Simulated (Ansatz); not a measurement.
# Property card for In$_{2}$Ge$_{2}$O$_{7}$

In₂Ge₂O₇:
```yaml
crystal:
  lattice:
    - [3.35050, 4.41183, 0.00000]
    - [-3.35050, 4.41183, 0.00000]
    - [-1.06824, 0.00000, 4.82774]
  atoms:
    - { symbol: In, position: [0.69284, 0.69284, 0.00000] }
    - { symbol: In, position: [0.30716, 0.30716, 0.00000] }
    - { symbol: Ge, position: [0.76618, 0.23382, 0.59297] }
    - { symbol: Ge, position: [0.23382, 0.76618, 0.40703] }
    - { symbol: O, position: [0.07454, 0.59473, 0.21159] }
    - { symbol: O, position: [0.92546, 0.40527, 0.78841] }
    - { symbol: O, position: [0.59473, 0.07454, 0.78841] }
    - { symbol: O, position: [0.40527, 0.92546, 0.21159] }
    - { symbol: O, position: [0.00000, 0.00000, 0.50000] }
    - { symbol: O, position: [0.40865, 0.59135, 0.72694] }
    - { symbol: O, position: [0.59135, 0.40865, 0.27306] }
```

Space group C2/m (No. 12); conventional cell a = 6.701 Å, b = 8.824 Å, c = 4.945 Å, α = γ = 90.00°, β = 102.48°.

Method: the program Ansatz at the r²SCAN level (PAW). The cell and atoms are relaxed at this level. Other levels are named where they apply.

**Cell and energy**

```
Quantity                                                             Result
-----------------------------------------------------  --------------------
Volume per atom                                                    12.98 Å³
Density                                                          5.66 g/cm³
Formation energy from the elements (no fitted shifts)  -175 kJ/mol of atoms
```

**Electronic structure**

```
Quantity                                                                          Result
------------------------------------------------  --------------------------------------
Band gap                                                                2.75 eV (direct)
Valence-band maximum                                                                at Γ
Conduction-band minimum                                                             at Γ
Electron effective mass                           0.25, 0.27, 0.27 mₑ (principal values)
Electron effective mass with spin–orbit coupling  0.25, 0.27, 0.27 mₑ (principal values)
Hole effective mass                                       0.59 along x, 1.9 along z (mₑ)
Hole effective mass with spin–orbit coupling              0.59 along x, 1.9 along z (mₑ)
HSE06 gap on the r²SCAN cell                                                     3.87 eV
Gap with spin–orbit coupling                                                     2.75 eV
```

**Mechanics**

```
Property                                                                                                                                                                                   Value
--------------------------------------------  --------------------------------------------------------------------------------------------------------------------------------------------------
Bulk modulus (Birch–Murnaghan fit)                                                                                                                                                       142 GPa
Pressure derivative B′                                                                                                                                                                       2.1
Elastic constants (relaxed ions, GPa)         C11 = 240, C22 = 188, C33 = 227, C12 = 119, C13 = 121, C23 = 122, C44 = 70.6, C55 = 59.8, C66 = 50.5, C15 = 13.0, C25 = 25.1, C35 = 6.5, C46 = 5.0
Mechanical stability                                                                                                                                      stable (all eigenvalues of C positive)
Hill bulk and shear moduli                                                                                                                                                      150 and 53.9 GPa
Young's modulus                                                                                                                                                                          144 GPa
Poisson's ratio                                                                                                                                                                             0.34
Debye temperature from the elastic constants                                                                                                                                               439 K
```

**Dielectric response**

```
Item                                                                       Value
----------------------------------------  --------------------------------------
Electronic dielectric constant ε∞ (DFPT)         3.72 (xx), 3.54 (yy), 3.49 (zz)
Born charges (a third of the trace)       In +3.42, Ge +3.63, O -2.07 to -1.97 e
```

**Phonons**

```
Quantity                                                             Value
--------------------------------------------------  ----------------------
Highest zone-centre frequency (without LO–TO term)               126.4 meV
Zone-centre stability                               no imaginary mode at Γ
```

**Charges**

```
Quantity                                       Result
-------------  --------------------------------------
Bader charges  In +2.04, Ge +2.54, O -1.37 to -1.29 e
```

The first step of the workflow began from a Materials Project structure, measured or hypothetical; the Crystallography Open Database files this formula in space group No. 12, but the cells were not matched. Whether it is the stable phase at ambient conditions was not checked. The cell was relaxed with r²SCAN under the symmetry of its start. The references are the lowest solids computed at this level, not always the standard phases (solids in place of the gases). Scalar-relativistic: spin–orbit coupling is off unless named, which matters more the heavier the elements.

Potentials: the later of the program's two PAW sets.
